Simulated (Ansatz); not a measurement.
GaN (wurtzite), relaxed with r2SCAN, was run in Ansatz 0.2.0 under altered settings. All numbers are computed, without spin polarisation but where a row says otherwise.

```
Ga N
1.0
     3.18315    0.00000    0.00000
    -1.59157    2.75669    0.00000
     0.00000    0.00000    5.18363
Ga N
2 2
Direct
  0.33333 0.66667 0.99911
  0.66667 0.33333 0.49911
  0.33333 0.66667 0.37589
  0.66667 0.33333 0.87589
```

The base run's other keys:
```yaml
kpoints:
  mp_grid: { grid: [6, 6, 2] }
hamiltonian:
  xc: hse06
scf:
  occupations: { method: fixed }
  n_extra_bands: 5
```

It takes 14 iterations with 893 plane waves at 420 eV and 14 k points, and leaves a mean stress of -0.08 GPa. The gap over this mesh is 3.202 eV. It ran on 4 threads of Arm Neoverse V2, on a shared host.

Outcomes, with energy and stress as changes against the base:
```tsv
setting	outcome	ΔF (meV/atom)	Δ mean stress (GPa)	gap on the mesh (eV)	iterations	wall time
PBE hybrid, exx coeff 1.0, omega 0.1 1/Å	converged	–	-16.0	9.007	27	13 s
PBE hybrid, exx coeff 0.35, omega 0.2078 1/Å	converged	–	-2.3	3.744	16	11 s
basis.ecutwfc: 600	converged	-4.3	0.0	3.204	15	15 s
```
A dash marks a value that wasn't obtained or can't be compared. Stress is positive in compression. The base took 9.8 s. The base's mesh is coarse for a hybrid, so its own values aren't converged.

- PBE hybrid, exx coeff 1.0, omega 0.1 1/Å. That is 100 % exact exchange, screened with ω = 0.1 1/Å, against HSE06's 25 % screened at 0.208 1/Å. The mean stress moves by -16.0 GPa and the gap on the mesh by +5.804 eV (to 9.007). Totals of different functionals aren't comparable. The program warns that on this mesh the truncation of the exchange isn't bounded, so part of the change can be an error of the mesh.
- PBE hybrid, exx coeff 0.35, omega 0.2078 1/Å. That is 35 % exact exchange, screened with ω = 0.2078 1/Å, against HSE06's 25 % screened at 0.208 1/Å. The mean stress moves by -2.3 GPa and the gap on the mesh by +0.542 eV (to 3.744). Totals of different functionals aren't comparable. The program warns that on this mesh the truncation of the exchange isn't bounded, so part of the change can be an error of the mesh.
- basis.ecutwfc: 600. 1521 plane waves in place of 893. The free energy moves by -4.3 meV an atom, the mean stress by 0.0 GPa and the gap on the mesh by +0.002 eV (to 3.204). The base cutoff was converged to that degree.

Spin-orbit coupling is left out.

The stress of a hybrid is loosely converged in these runs.

The meshes of the hybrids are coarse, so their gaps aren't converged to the digits shown.
